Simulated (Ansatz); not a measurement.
Si3Ge:
Space group P-4m2 (No. 115); a = b = 3.8859 Å, c = 5.4883 Å, α = β = γ = 90.00°

```tsv
atom	site	symmetry	x	y	z
Si	2g	2mm.	0.0000	0.5000	0.2451
Si	1a	-4m2	0.0000	0.0000	0.0000
Ge	1c	-4m2	0.5000	0.5000	0.5000
```

Relaxed with r²SCAN.

### Question
Tabulate the valence density and the electron localisation function along the shortest Si–Si contact (2.36 Å), r²SCAN (plane waves, PAW; program Ansatz).

### Answer


```tsv
distance from Si (Å)	density (e/Å³)	ELF
0.24	0.16	0.43
0.35	0.22	0.41
0.47	0.31	0.52
0.59	0.42	0.72
0.71	0.51	0.86
0.83	0.57	0.92
0.95	0.58	0.95
1.06	0.58	0.96
1.18	0.58	0.96
1.30	0.58	0.96
1.42	0.58	0.95
1.54	0.56	0.92
1.65	0.51	0.85
1.77	0.41	0.71
1.89	0.31	0.51
2.01	0.22	0.39
2.13	0.16	0.42
```

The density is the valence pseudo-density with augmentation charge, so density and ELF within about 1 Å of a nucleus are not all-electron values.

The start of the workflow was typed in or built on a structure type; neither database checked (COD, Materials Project) lists it. Whether it is the stable phase at ambient conditions was not checked. The cell was relaxed with r²SCAN under the symmetry of its start; its stability against distortions is not shown here.

Potentials: the earlier of the program's two PAW sets.
